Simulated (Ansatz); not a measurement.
Ga4P3N as one 8-atom ordering (P-43m) on the zincblende lattice was put through Ansatz (plane waves). Cell and atoms come from a relaxation with r2SCAN.

The cell given to it:
```xyz
8
Lattice="5.2140 0.0000 0.0000 0.0000 5.2140 0.0000 0.0000 0.0000 5.2140" Properties=species:S:1:pos:R:3 pbc="T T T"
N     0.0000    0.0000    0.0000
Ga    4.0265    4.0265    4.0265
P     2.6070    2.6070    0.0000
Ga    1.1874    1.1874    4.0265
P     2.6070    0.0000    2.6070
Ga    1.1874    4.0265    1.1874
P     0.0000    2.6070    2.6070
Ga    4.0265    1.1874    1.1874
```

Output, abridged:
```
scf.n_extra_bands = 6 over 36 filled bands (N_el = 72.0): the run solves 42 bands
Pseudopotential: N, paw, valence charge 5, recommended cutoff 420 eV
Pseudopotential: Ga, paw, valence charge 13, recommended cutoff 420 eV
Pseudopotential: P, paw, valence charge 5, recommended cutoff 420 eV
Crystal: 8 atoms, lattice volume = 141.745 Å³
Basis set: ecut = 420 eV, 2777 PW (Γ)
Symmetry: 24 space group operations
Space group: P-43m (ITA 215)
k-points: 20 of 216 (time reversal used)
preconditioner: auto → Resta (q_TF=auto, 2.437 Å⁻¹)  ε∞=4.7  [σ=0.020 eV  ℏωp=26.5 eV]
SCF 1 converged in 7 iterations: F = -17785.337831 eV  dr2 = 2.57e-8
Free energy (F): -17785.337831 eV
Internal energy: -17785.337459 eV  (E = F + TS)
E sigma→0 (E₀):  -17785.337645 eV
Entropy (-TS):   -0.000372 eV (-0.047 meV/atom)
Fermi energy:    7.918304 eV
--- Per-component energies (eV) ---
  E_band       = -189.353206
  E_kinetic    = 804.569667
  E_local      = -8731.305913
  E_nonlocal   = 1851.193277
  E_hartree    = 4035.464179
  E_xc         = -520.962019
  E_vxc        = -490.937258
  E_paw        = -9794.992592
  E_vpaw       = -1693.801278
  E_ewald      = -5429.303781
  E_smearing   = -0.000372
--- Forces (eV/Å), atoms counted from 1 ---
  atom   1  N       0.00000      0.00000      0.00000
  atom   2  Ga      0.00306      0.00306      0.00306
  atom   3  P       0.00000      0.00000      0.00000
  atom   4  Ga    -0.00306    -0.00306      0.00306
  atom   5  P       0.00000      0.00000      0.00000
  atom   6  Ga    -0.00306      0.00306    -0.00306
  atom   7  P       0.00000      0.00000      0.00000
  atom   8  Ga      0.00306    -0.00306    -0.00306
--- Stress (GPa, compression-positive) ---
        3.075078       0.000000       0.000000
        0.000000       3.075078       0.000000
        0.000000       0.000000       3.075078
  P = ⅓ Tr σ = 3.0751 GPa (30.751 kbar)
--- Band table (eV; the first three rows and the last of 20) ---
  k-point 0: bands = […, 5.2181, 5.2181, 5.2181, 7.9040, 7.9040, 7.9040, 8.1923, 9.3856, 9.3856, 10.1592, …]
  k-point 1: bands = […, 4.9011, 5.2002, 5.2002, 7.0051, 7.6092, 7.6092, 8.8818, 9.6302, 10.0437, 10.3534, …]
  k-point 2: bands = […, 4.3928, 5.3872, 5.3872, 5.8013, 7.0370, 7.0370, 9.6967, 10.2357, 10.8747, 11.3373, …]
  k-point 19: bands = […, 5.6189, 6.9963, 6.9963, 6.9963, 7.5839, 7.5839, 7.7971, 10.5796, 10.5796, 10.5796, …]
```

**Question.** Write the input file that gave this output, leaving the band path aside.

**Answer.**
```yaml
crystal:
  # lattice and atoms as above
kpoints:
  mp_grid: { grid: [6, 6, 6] }
hamiltonian:
  xc: pbe
scf:
  occupations: { method: fermi_dirac, width: 0.02 }
  n_extra_bands: 6
output:
  forces: true
  stress: true
  eigenvalues: true
```
The compression on the r2SCAN cell fits PBE, which tends to larger cells. A single point prints forces and stress when the output block asks for them. The lines shown narrow the functional down without fixing it; this is the one that was run. This is the file that was run; thresholds and some counts can't be read off the log exactly.

With PBE the bands overlap by 0.11 eV (counted from 1, band 36 peaks at Γ and band 37 bottoms out at R): no gap.

Run as `ansatz run input.yaml --threads 2 --pin off --max-ram 20275MiB --backend cpu --events-out ev --progress --plain --runs-dir out`. It took 11 s on 2 threads of AMD EPYC 7R13 Processor (Zen 3), on a shared host, load about 4.5 per core; peak host memory 0.7 GiB.

(Calculated; spin-unpolarised; the phase may be known or hypothetical.)

Where bands overlap the cell is a metal at that level, and these k meshes limit energies, forces and stress. Overlaps of a few tenths of an eV in semilocal functionals can be an artefact that a hybrid or GW lifts.
